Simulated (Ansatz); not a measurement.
Relaxed Co (hcp, Mg type):

```xyz
2
Lattice="2.4573 0.0000 0.0000 -1.2286 2.1281 0.0000 0.0000 0.0000 3.9686" Properties=species:S:1:pos:R:3 pbc="T T T"
Co     0.0000     1.4187     2.9765
Co     1.2286     0.7094     0.9922
```

In each cell atom 2 (Co, nearest neighbour Co at 2.439 Å; its periodic images, 2.5 Å or more away, move with it) moves by s·(1.000, 0.000, 0.000) (along Cartesian x), the rest being held.

The numbers are results of PBEsol (plane waves to 420 eV, PAW, scalar-relativistic; Ansatz, a quantum-chemistry and plane-wave program), not measurements. k mesh 17×17×10 (Γ-centred), Fermi-Dirac smearing 0.05 eV. The energy includes the smearing's −TS. With partly filled bands, energies and forces of such displacements shift with the k mesh and the smearing. Co was relaxed with its symmetry unable to fall. Relaxed Co ends ferromagnetic. Other magnetic orders were not checked, so this need not be the ground state. ΔE is measured from the undisplaced structure. The last digit holds for this mesh only.

| s (Å) | ΔE (meV/cell) |
|---|---|
| -0.490 | 305.7 |
| -0.392 | 205.8 |
| -0.294 | 119.2 |
| -0.196 | withheld |
| -0.098 | 13.5 |
| 0.000 | 0.0 |
| 0.098 | 13.5 |
| 0.196 | withheld |
| 0.294 | 119.2 |
| 0.392 | 205.8 |
| 0.490 | 305.7 |

Problem. Fit an even polynomial form (powers 2, 4, 6) to the given rows and predict ΔE at s = -0.196.

Solution. Least squares on the 9 given rows: ΔE = (1414)·s² + (-309.5)·s⁴ + (-1157)·s⁶, in meV/cell with s in Å; root-mean-square residual 0.04 meV/cell. At -0.196 the fit gives 53.8 meV/cell; the calculation gives 53.7 meV/cell, so the interpolation is off by 0.1 (+0.2 %). The quadratic term alone would give 54.3 meV/cell.

(A displaced cell: forces are minus the slopes of the energy, force constants its curvatures, and phonons follow from these.)
